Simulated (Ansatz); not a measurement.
GeB$_{2}$Mo$_{2}$ in space group P-6m2 (No. 187; Mo on 2h, Ge on 1a, B on 1b, B on 1f) at seven volumes, r²SCAN in the plane-wave PAW code Ansatz, shape and atoms relaxed at each. One row is withheld.

| V (Å³/atom) | P (GPa) |
|---|---|
| 10.454 | 29.00 |
| 10.798 | 17.69 |
| 11.143 | ? |
| 11.487 | 0.00 |
| 11.832 | -6.89 |
| 12.177 | -12.72 |
| 12.521 | -17.60 |

Q: Fit the shown pressures and predict the withheld one.

A: Third-order Birch–Murnaghan: P = (3/2)B₀(x^(7/2) − x^(5/2))[1 + (3/4)(B′ − 4)(x − 1)] with x = (V₀/V)^(2/3). Least squares on the six rows gives V₀ = 11.487 Å³/atom, B₀ = 248.4 GPa, B′ = 4.55. At V = 11.143, x = 1.0205 and P = 8.09 GPa. The run itself gave 8.09 GPa.

The start of the workflow was typed in or built on a structure type; neither database checked (COD, Materials Project) lists it. Whether it is the stable phase at ambient conditions was not checked. The cell was relaxed with r²SCAN under the symmetry of its start; its stability against distortions is not shown here. The run is not spin-polarised.

Potentials: the earlier of the program's two PAW sets. The files were generated under PBE; for other functionals the program regenerates the frozen cores, and for LDA and PBEsol the local potential too.
